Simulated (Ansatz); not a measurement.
## Cr (diamond): energy against volume

The calculation used DFT, LDA (PW92), plane waves (420 eV) with PAW, scalar-relativistic in Ansatz. The PAW files were generated under PBE, with cores re-solved for the functional.

The cell is scaled uniformly from the relaxed one, with fractional coordinates and shape fixed. Energies are extrapolated to zero smearing, pressures are those at the given smearing. Magnetic state: spin not included. It is not the lowest magnetic state of this structure.

A Birch-Murnaghan fit gives V₀ = 15.04 Å³/atom, B₀ = 126 GPa, B₀′ = 3.9.

(1) What are the energy above the minimum and the pressure at 15.698 Å³/atom?

(2) What are the energy above the minimum and the pressure at 16.302 Å³/atom?

(3) What are the energy above the minimum and the pressure at 16.906 Å³/atom?

Answers

(1) 10.7 meV/atom and -4.54 GPa as computed.

(2) 36.6 meV/atom and -8.25 GPa as computed.

(3) 75.2 meV/atom and -11.32 GPa as computed.
